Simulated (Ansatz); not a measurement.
## Notes on KLuS2

```xyz
4
Lattice="3.9882 0.0000 0.0000 -1.9941 3.4539 0.0000 -1.9941 1.1513 7.3626" Properties=species:S:1:pos:R:3 pbc="T T T"
Lu    0.0000    2.3026    3.6813
K     0.0000    0.0000    0.0000
S    -1.9941    3.4539    5.1617
S     1.9941    1.1513    2.2009
```

Single point in Ansatz 0.2.0 with r2SCAN, no spin polarisation. Cutoff 500 eV, PAW datasets, 8×8×8 Γ-centred k mesh, fermi-dirac filling (width 0.1 eV).

Question: Which orbitals make up the band edges?

Answer: Within 0.7 eV of the edges, the states project mainly on S p (92 %) below the gap and on Lu d (73 %) above it.

Question: Is it stable against the elements?

Answer: -2.14 eV an atom against the elements' usual phases (free molecules for gases, crystals otherwise, with no correction for O₂ or N₂), so it is bound against them; other compounds may still compete. Relaxing would lower it.

Question: Is the cell too large or too small?

Answer: The pressure is -1.8 GPa (compression positive), so with the atoms held at these fractions the cell would first shrink.

Question: Is there a gap, and of what kind?

Answer: The gap is 2.75 eV, indirect (the least direct gap found is 3.59 eV).

Origin: a database entry at a rescaled volume.
